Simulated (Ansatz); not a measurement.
The relaxed structure here is a generated cell of Al2Cu: the first start was made by a random draw of sites in a space group, and the end was not matched to a known phase here, so it may be hypothetical. Known forms of Al2Cu include space group No. 140.

One stationary structure of Al2Cu. Space group F222 (No. 22). Computed with r2SCAN (plane waves to 500 eV, PAW, scalar-relativistic; Ansatz, a quantum-chemistry and plane-wave program).

Space group F222 (No. 22); a = 6.8023 Å, b = 7.5332 Å, c = 10.8863 Å, α = β = γ = 90.00°

```
atom  site  symmetry       x       y       z
----  ----  --------  ------  ------  ------
Al      8j       2..  0.0526  0.2500  0.2500
Al     16k         1  0.2082  0.0592  0.6293
Cu      8h       ..2  0.2500  0.2500  0.0559
Cu      4a       222  0.0000  0.0000  0.0000
```
(The calculation used a cell of 9 atoms; values per cell refer to that cell.)

For Al2Cu, the volume per atom is 15.50 Å³ and the band gap comes out as zero (metallic). The shortest distances is Al–Cu 2.47 Å; Cu–Cu 2.61 Å; Al–Al 2.63 Å and the k-mesh comes out as 10×10×10.

Band energies at high-symmetry points (eV from the Fermi level; labels of this space group; no spin-orbit coupling), from −5 eV up to 2.9 eV:

| point | energies |
|---|---|
| Γ | -4.87 -4.53 -4.43 -4.15 -4.11 -4.03 -4.02 -3.73 -3.69 -3.40 -3.36 -3.20 -3.04 -2.90 -2.46 -2.20 -1.64 -1.12 -0.87 1.02 1.57 |
| Y | -4.99 -4.75 -4.53 -4.16 -4.14 -4.05 -3.93 -3.90 -3.89 -3.73 -3.46 -3.45 -3.29 -3.22 -2.50 -2.47 -2.28 -1.95 2.76 |
| C0 | -4.99 -4.73 -4.69 -4.46 -4.15 -4.13 -4.10 -3.98 -3.86 -3.81 -3.65 -3.35 -3.32 -3.20 -2.81 -2.44 -2.20 -2.05 -1.70 1.46 1.55 1.99 2.29 2.49 |
| A0 | -4.99 -4.73 -4.69 -4.46 -4.15 -4.13 -4.10 -3.98 -3.86 -3.81 -3.65 -3.35 -3.32 -3.20 -2.81 -2.44 -2.20 -2.05 -1.70 1.46 1.55 1.99 2.29 2.49 |
| Z | -4.92 -4.88 -4.74 -4.71 -4.65 -4.40 -4.16 -4.08 -3.97 -3.87 -3.67 -3.53 -3.39 -3.22 -2.93 -2.78 -1.20 -0.87 -0.16 0.24 0.28 0.38 0.89 1.35 1.51 1.67 1.78 1.92 2.44 |
| B0 | -5.00 -4.63 -4.48 -4.27 -4.17 -4.08 -4.06 -3.94 -3.79 -3.69 -3.50 -3.50 -3.27 -3.11 -2.75 -1.88 -1.49 -0.68 1.26 1.91 2.69 |
| D0 | -5.00 -4.63 -4.48 -4.27 -4.17 -4.08 -4.06 -3.94 -3.79 -3.69 -3.50 -3.50 -3.27 -3.11 -2.75 -1.88 -1.49 -0.68 1.26 1.91 2.69 |
| T | -4.63 -4.50 -4.25 -4.14 -4.11 -4.08 -3.92 -3.78 -3.67 -3.53 -3.51 -3.29 -3.11 -2.77 -1.90 -1.53 -0.72 1.90 2.43 |

No spin polarisation in the result.

The run could not lose the symmetry of its start: the end is stationary, and may be a saddle point rather than a minimum.
